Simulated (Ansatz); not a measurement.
# Phonon spectrum of Mg₃ZnS₄

Theory: DFT PBE, scalar-relativistic, plane waves, PAW (Ansatz). Cutoff 420 eV, 8×8×4 k-points (Γ-centred), fixed occupations. No spin polarisation. Phonons by linear response, acoustic sum rule imposed.

The cell, relaxed at this level:
```
CELL_PARAMETERS angstrom
3.67742 0.00000 0.00000
0.00000 3.67742 0.00000
0.00000 0.00000 10.40048
ATOMIC_POSITIONS crystal
Mg 0.00000 0.00000 0.75267
Mg 0.00000 0.00000 0.24733
Mg 0.50000 0.50000 0.50000
Zn 0.50000 0.50000 0.00000
S 0.00000 0.00000 0.00000
S 0.50000 0.50000 0.24642
S 0.00000 0.00000 0.50000
S 0.50000 0.50000 0.75358
```

It was reached by relaxing an invented guess, and it needn't be the stable form of this composition. The q mesh is coarse, so values between its points are rough.

Force constants from linear response on a 2×2×1 q mesh.

Question: Is the structure dynamically stable on the q mesh?

Answer: No: at q = (0.000, -0.500, 0.000) a mode is imaginary, 71i cm⁻¹.

Question: Give the frequencies (cm⁻¹) at the zone-boundary points of high symmetry (interpolated where a point lies off the q mesh).

Answer:
| point | q | frequencies |
| --- | --- | --- |
| X | 0.000 0.500 0.000 | 72i 82 84 88 139 150 170 171 173 177 178 195 197 199 223 225 244 268 280 281 300 312 336 340 |
| M | 0.500 0.500 0.000 | 50 50 77 121 132 132 167 167 168 177 177 204 204 207 214 227 228 274 274 275 286 286 297 297 |
| Z | 0.000 0.000 0.500 | 28i 28i 57 57 69 69 89 114 123 123 130 130 160 217 240 240 252 252 258 258 265 268 339 356 |
| R | 0.000 0.500 0.500 | 71i 84 89 95 132 136 172 173 178 186 187 191 194 197 200 234 258 263 280 281 298 319 330 339 |
| A | 0.500 0.500 0.500 | 50 50 94 146 146 147 148 148 166 183 183 183 192 203 203 223 252 272 272 274 289 289 296 296 |
